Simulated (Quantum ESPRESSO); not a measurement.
**Kohn-Sham bands of BaTiO$_{3}$ (R3m)**

```
BaTiO3
1.0
    2.84826     1.64444     2.33556
   -2.84826     1.64444     2.33556
    0.00000    -3.28888     2.33556
Ba Ti O
1 1 3
Cartesian
  0.00000   0.00000   0.00098
  0.00000   0.00000  -3.40994
  1.45042  -0.83740   2.23658
  0.00000   1.67480   2.23658
 -1.45042  -0.83740   2.23658
```

Materials Project entry mp-5020; symmetrised, unrelaxed at this level. COD (Crystallography Open Database) has the formula in 5 space groups, this one among them (matched by group alone). Level: PBEsol, spinors with spin-orbit coupling; pw.x of Quantum ESPRESSO at 68 Ry with PseudoDojo potentials, 6×6×6 k-points, Wannier90. Density: 8×8×8 mesh, cold smearing 0.01 Ry.

### Question
List the Kohn-Sham levels between −8 and 5.4 eV relative to the valence-band maximum at the high-symmetry points, as a band run of pw.x on that density gives them (levels within 2 meV counted together).

### Answer
```
point  k (reciprocal lattice)                                                                                                                                             levels (eV)
-----  ----------------------  ------------------------------------------------------------------------------------------------------------------------------------------------------
Γ           0.000 0.000 0.000   -2.36 (×2), -2.14 (×4), -1.31 (×2), -1.30 (×2), -1.07 (×2), -0.55 (×2), -0.40 (×2), -0.35 (×2), 2.36 (×2), 2.38 (×2), 2.52 (×2), 4.47 (×4), 5.05 (×4)
T           0.500 0.500 0.500                          -4.32 (×2), -3.59 (×4), -2.63 (×2), -2.19 (×2), -2.16 (×2), -0.03 (×2), -0.02 (×2), 0.00 (×2), 4.28 (×2), 4.43 (×2), 4.43 (×2)
H_2         0.503 0.497 0.500                          -4.32 (×2), -3.59 (×4), -2.63 (×2), -2.19 (×2), -2.16 (×2), -0.03 (×2), -0.02 (×2), 0.00 (×2), 4.28 (×2), 4.43 (×2), 4.43 (×2)
H_0        0.500 -0.497 0.497                          -4.32 (×2), -3.59 (×4), -2.63 (×2), -2.19 (×2), -2.16 (×2), -0.03 (×2), -0.02 (×2), 0.00 (×2), 4.28 (×2), 4.43 (×2), 4.43 (×2)
L           0.500 0.000 0.000  -3.84 (×2), -2.65 (×2), -2.64 (×2), -2.08 (×2), -2.02 (×2), -1.67 (×2), -1.57 (×2), -0.95 (×2), -0.81 (×2), 2.52 (×2), 3.74 (×2), 3.85 (×2), 4.44 (×2)
S_0        0.499 -0.499 0.000  -4.12 (×2), -3.92 (×2), -3.60 (×2), -2.63 (×2), -2.63 (×2), -1.63 (×2), -0.92 (×2), -0.78 (×2), -0.06 (×2), 3.82 (×2), 3.84 (×2), 4.17 (×2), 4.99 (×2)
S_2         0.501 0.000 0.499  -4.12 (×2), -3.92 (×2), -3.60 (×2), -2.63 (×2), -2.63 (×2), -1.63 (×2), -0.92 (×2), -0.78 (×2), -0.06 (×2), 3.82 (×2), 3.84 (×2), 4.17 (×2), 4.99 (×2)
F           0.500 0.000 0.500  -4.12 (×2), -3.92 (×2), -3.60 (×2), -2.63 (×2), -2.63 (×2), -1.63 (×2), -0.92 (×2), -0.78 (×2), -0.06 (×2), 3.82 (×2), 3.84 (×2), 4.17 (×2), 4.99 (×2)
```
